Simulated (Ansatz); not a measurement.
**Phonon spectrum of Cd3HgO4**

All numbers below come from Ansatz 0.2.0, DFT PBE, scalar-relativistic, plane waves, PAW. Cutoff 420 eV, 12×12×4 k-points (Γ-centred), Fermi-Dirac smearing of 0.15 eV. No spin polarisation. Phonons by linear response, acoustic sum rule imposed.

Equilibrium structure at this level:
```yaml
crystal:
  lattice:
    - [3.39140, 0.00000, 0.00000]
    - [0.00000, 3.39140, 0.00000]
    - [0.00000, 0.00000, 9.67945]
  atoms:
    - { symbol: Cd, position: [0.00000, 0.00000, 0.74663] }
    - { symbol: Cd, position: [0.00000, 0.00000, 0.25337] }
    - { symbol: Cd, position: [0.50000, 0.50000, 0.50000] }
    - { symbol: Hg, position: [0.50000, 0.50000, 0.00000] }
    - { symbol: O, position: [0.00000, 0.00000, 0.00000] }
    - { symbol: O, position: [0.50000, 0.50000, 0.25677] }
    - { symbol: O, position: [0.00000, 0.00000, 0.50000] }
    - { symbol: O, position: [0.50000, 0.50000, 0.74323] }
```

The structure comes from a generated guess, relaxed at this level; another structure or a mixture of phases may lie lower. In a metal, frequencies and elastic constants depend on the k mesh and the smearing, soft modes and shear constants most. Some empty bands missed the eigensolver's threshold. Spin–orbit coupling is left out, which matters for heavy elements. The q mesh is coarse, so values between its points are rough.

Force constants from linear response on a 2×2×1 q mesh.

Q: Is the structure dynamically stable on the q mesh?

A: No: at q = (0.000, -0.500, 0.000) a mode is imaginary, 172i cm⁻¹.

Q: Give the frequencies (cm⁻¹) at the zone-boundary points of high symmetry (interpolated where a point lies off the q mesh).

A:
```csv
point,q,frequencies
X,0.000 0.500 0.000,172i 68 78 88 91 92 93 96 97 101 129 136 142 148 158 172 178 182 259 293 345 369 393 394
M,0.500 0.500 0.000,67 74 74 87 104 104 116 119 119 119 135 135 217 277 277 277 284 293 310 310 319 319 344 344
Z,0.000 0.000 0.500,33 33 33 33 64 69 71 71 85 85 132 142 217 217 232 232 250 264 268 268 282 282 353 359
R,0.000 0.500 0.500,172i 62 77 78 90 91 92 93 96 142 142 148 162 172 172 176 177 182 223 228 366 384 386 391
A,0.500 0.500 0.500,74 76 76 92 100 100 112 114 123 123 134 134 218 278 283 283 283 292 296 296 333 333 338 338
```
